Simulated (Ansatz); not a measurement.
GaN:
```cif
data_Ga2N2
_chemical_formula_sum 'Ga2 N2'
_space_group_name_H-M_alt 'I4mm'
_space_group_IT_number 107
_space_group_name_Hall 'I 4 -2'
_cell_length_a 2.85507
_cell_length_b 2.85507
_cell_length_c 4.93730
_cell_angle_alpha 90.000
_cell_angle_beta 90.000
_cell_angle_gamma 90.000
loop_
_atom_site_label
_atom_site_type_symbol
_atom_site_symmetry_multiplicity
_atom_site_Wyckoff_symbol
_atom_site_fract_x
_atom_site_fract_y
_atom_site_fract_z
_atom_site_occupancy
Ga1 Ga 2 a 0.00000 0.00000 0.75614 1
N1 N 2 a 0.00000 0.00000 0.35886 1
```
(The calculation used a cell of 2 atoms; values per cell refer to that cell.)

Relaxed with PBEsol. Plane-wave PAW PBEsol (Ansatz code) gives a gap of 0.16 eV.

Q: What gap does HSE06 give on the same cell (Ansatz, PAW)?

A: 1.44 eV, 1.28 eV more. The hybrid was solved on a coarser mesh and at special points; the gap given is the minimum over both.

```tsv
k	v1 PBEsol	c1 PBEsol	v1 HSE06	c1 HSE06
Γ	-0.61	1.36	-0.64	2.58
M	-2.35	2.10	-2.50	3.44
X	-2.70	0.16	-2.87	1.44
P	-3.50	2.29	…	…
N	-0.11	3.75	…	…
S0	-0.99	5.70	…	…
R	-3.80	3.45	…	…
```

Q: Top valence (v1) and lowest conduction level (c1) in eV from each method's valence maximum (which need not be a listed point): supply the withheld HSE06 values.

A: 
- R, v1 HSE06: -4.04
- R, c1 HSE06: 4.84
- P, v1 HSE06: -3.55
- P, c1 HSE06: 3.57
- N, v1 HSE06: -0.12
- N, c1 HSE06: 5.04
- S0, v1 HSE06: -1.06
- S0, c1 HSE06: 7.23

Cost on shared cores: the PBEsol run (SCF on a 13×13×13 mesh, then bands and DOS) roughly 15 core-seconds, the HSE06 run (SCF on 10×10×10, then a few points) about 110 core-seconds (a rough figure); the tasks are unlike.

The workflow started from a Materials Project entry (that database holds measured and hypothetical structures alike); the Crystallography Open Database copy checked does not list it. It is not the phase usual at ambient conditions (space group No. 186, 216). The cell was relaxed with PBEsol under the symmetry of its start; its stability against distortions is not shown here. Scalar-relativistic: spin–orbit coupling is off unless named, which matters more the heavier the elements.

Potentials: the earlier of the program's two PAW sets. The files were generated under PBE; for other functionals the program regenerates the frozen cores, and for LDA and PBEsol the local potential too.
